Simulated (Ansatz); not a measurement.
**Al: a fit and a missing row**

Al, P6_3/mmc, a = 2.801 Å, c = 9.193 Å. This isn't the element's structure at ambient conditions. Ansatz: PBEsol+D3(BJ), PAW, 420 eV, Γ-centred 18×18×6 mesh on 4 atoms, Gaussian smearing 0.10 eV; no spin polarisation. Shape and atoms are relaxed at each volume; pressure is positive in compression.

```
V (Å³/atom) P (GPa)
     13.742    15.08
     14.211    10.34
     14.679     6.32
     15.148     2.90
     15.616    -0.02
     16.085    -2.51
     16.553    -4.64
     17.178        ?
```

**Question.** Take V0 = 15.616 Å³/atom, count pressures from its P0 = -0.02 GPa, fit the third-order Birch–Murnaghan form to the other rows, and predict the missing pressure.

**Answer.** With the Eulerian strain f = ½[(V0/V)^(2/3) − 1] and y = (P − P0)/[3f(1 + 2f)^(5/2)], the form is the line y = B0 + 1.5 B0 (B0′ − 4) f. Rows (f, y): 0.04448, 91.4; 0.03244, 91.0; 0.02106, 90.5; 0.01025, 90.3; -0.00977, 89.3; -0.01905, 89.1. Means f = 0.01323, y = 90.267; Σ(Δf)² = 0.002987, ΣΔfΔy = 0.1111; the slope is their ratio. y = 89.77 + 37.21 f GPa, so B0 = 89.8 GPa and B0′ = 4 + 2 × (37.21)/(3 × 89.77) = 4.28. At V = 17.178, f = -0.03079, y = 88.62 and P = -7.00 GPa. The run gave -6.98 GPa, so the fit is 0.02 GPa too low, a small miss on the scale of the series. The form still works here, 22 % of the fitted range beyond its end.